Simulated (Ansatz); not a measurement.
Relaxed-ion elastic tensor of Be$_{5}$Pt in space group F-43m (No. 216; Be on 4c, Be on 16e, Pt on 4a) in GPa (Voigt order), PBEsol (plane waves, PAW; program Ansatz); density 7.61 g/cm³, 8.73 Å³ per atom.

```json
[
 {"": "1", "1": "412", "2": "55.6", "3": "55.6", "4": "0.0", "5": "0.0", "6": "0.0"},
 {"": "2", "1": "55.6", "2": "412", "3": "55.6", "4": "0.0", "5": "0.0", "6": "0.0"},
 {"": "3", "1": "55.6", "2": "55.6", "3": "412", "4": "0.0", "5": "0.0", "6": "0.0"},
 {"": "4", "1": "0.0", "2": "0.0", "3": "0.0", "4": "165", "5": "0.0", "6": "0.0"},
 {"": "5", "1": "0.0", "2": "0.0", "3": "0.0", "4": "0.0", "5": "165", "6": "0.0"},
 {"": "6", "1": "0.0", "2": "0.0", "3": "0.0", "4": "0.0", "5": "0.0", "6": "165"}
]
```

### Question
Is the crystal mechanically stable?

### Answer
Yes: the smallest eigenvalue of C is 165 GPa.

### Question
Work out the Voigt, Reuss and Hill averages.

### Answer
K_V = 174, K_R = 174, K_H = 174; G_V = 170, G_R = 170, G_H = 170 GPa.

### Question
Give Young's modulus, Poisson's ratio, Pugh's ratio and the universal anisotropy index.

### Answer
E = 9KG/(3K + G) = 385 GPa; ν = 0.13; K/G = 1.03 (brittle by the Pugh limit of 1.75); A_U = 5G_V/G_R + K_V/K_R − 6 = 0.01.

### Question
Estimate the sound speeds and the Debye temperature.

### Answer
v_l = √((K + 4G/3)/ρ) = 7260 m/s, v_t = √(G/ρ) = 4720 m/s, mean 5180 m/s; Θ = (h/k)(3n/4πV)^(1/3) v_m = 749 K.

### Question
Give the Zener ratio and Young's modulus along [100], [110] and [111].

### Answer
A = 2C44/(C11 − C12) = 0.93; 1/E = S11 − 2(S11 − S12 − S44/2)Γ with Γ = 0, 1/4, 1/3 gives 398, 381, 376 GPa.

### Question
Solve the Christoffel equation for the three sound speeds along [100], [110], [111].

### Answer
Eigenvalues of C_ijkl n_j n_l equal ρv². In km/s, slowest first: [100] 4.65, 4.65, 7.35; [110] 4.65, 4.84, 7.23; [111] 4.77, 4.77, 7.19.

The first step of the workflow began from a Materials Project structure, measured or hypothetical; the Crystallography Open Database copy checked does not list it. With Be and Pt taken as one species the cell has the higher symmetry Fd-3m, so it may be an ordered model of a mixed-site phase. Its standing as an ambient phase is unchecked. The cell was relaxed with PBEsol under the symmetry of its start; whether a distortion lowers the energy is not shown. No spin polarisation was allowed. Scalar-relativistic: spin–orbit coupling is off unless named, which matters more the heavier the elements.

Potentials: the later of the program's two PAW sets.
